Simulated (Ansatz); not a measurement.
**Ti₅Re₃: stable or not**

It was reached by relaxing an invented guess, and it needn't be the stable form of this composition.

Level of theory: DFT PBE, scalar-relativistic, plane waves, PAW (Ansatz 0.2.0). The final run on the 8-atom cell used 420 eV, a Γ-centred 8×8×8 mesh, 0.10 eV smearing and collinear spin.

Space group Im-3m (No. 229). a = 6.284 Å, b = 6.284 Å, c = 6.284 Å, α = 90.00°, β = 90.00°, γ = 90.00°
```
atom  site  symmetry       x       y       z
  Ti    2a      m-3m  0.0000  0.0000  0.0000
  Ti    8c      .-3m  0.2500  0.2500  0.7500
  Re    6b    4/mm.m  0.5000  0.0000  0.0000
```

The zero of energy is the elements' standard structures at the same level; no fitted shifts are applied.

Question: These tests were run: energy against the elements; random kick, then relaxation without symmetry; phonons on a 2×2×2 q mesh; elastic tensor. What do they show?

Answer:

```json
{"test": "energy against the elements", "result": "−0.27 eV/atom"}
{"test": "random kick, then relaxation without symmetry", "result": "returns"}
{"test": "phonons on a 2×2×2 q mesh", "result": "no imaginary mode on the mesh"}
{"test": "elastic tensor", "result": "least eigenvalue 64 GPa"}
```

It fails none of these tests. Whether a mixture of other phases lies lower isn't tested here.

Spin–orbit coupling, which can matter for Re, is left out. The kick test ran on a coarse mesh. The run for the phonons used an 8×8×8 k mesh and Fermi–Dirac smearing of 0.15 eV. The run for the elastic tensor used an 8×8×8 k mesh and Fermi–Dirac smearing of 0.15 eV.
